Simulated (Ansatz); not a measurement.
# CsLiGe2S4 (P4/mmm)

Computed with DFT PBE, scalar-relativistic, plane waves, PAW in Ansatz.

Settings: cutoff 420 eV, Γ-centred mesh 8×8×4 on the computed 8-atom cell, Gaussian smearing of 0.10 eV; no spin polarisation.

The structure is relaxed at this level of theory with its symmetry kept, and needn't be the ground state of this composition.

```xyz
8
Lattice="4.7241 0.0000 0.0000 0.0000 4.7241 0.0000 0.0000 0.0000 9.1159" Properties=species:S:1:pos:R:3 pbc="T T T"
Cs    2.3621    2.3621    0.0000
Li    2.3621    2.3621    4.5579
Ge    0.0000    0.0000    5.8418
Ge    0.0000    0.0000    3.2741
S     2.3621    0.0000    6.4049
S     0.0000    2.3621    6.4049
S     2.3621    0.0000    2.7110
S     0.0000    2.3621    2.7110
```

| Quantity | Value |
| --- | --- |
| Space group | P4/mmm (No. 123) |
| Volume per atom | 171.6 bohr³ |
| Formation energy from the elements' standard states (uncorrected) | -0.435 eV/atom |
| Kohn–Sham band gap | none (metal) |
| Density of states at the Fermi level | 2.5 states/eV per cell |
| Orbital (Löwdin) character within 0.5 eV of the Fermi level | S 3p 72 %, Ge 4p 18 % |
| Bader charge by site (e) | Cs (1 in the cell) 0.80, Li (1 in the cell) 0.91, Ge (2 in the cell) 0.90, S (4 in the cell) -0.88 |

Spin-orbit coupling is left out, which matters for the bands of heavy elements.

The cell was found from a structure generator's guess, not taken from experiment. Löwdin shares on free-atom orbitals overweight diffuse shells.
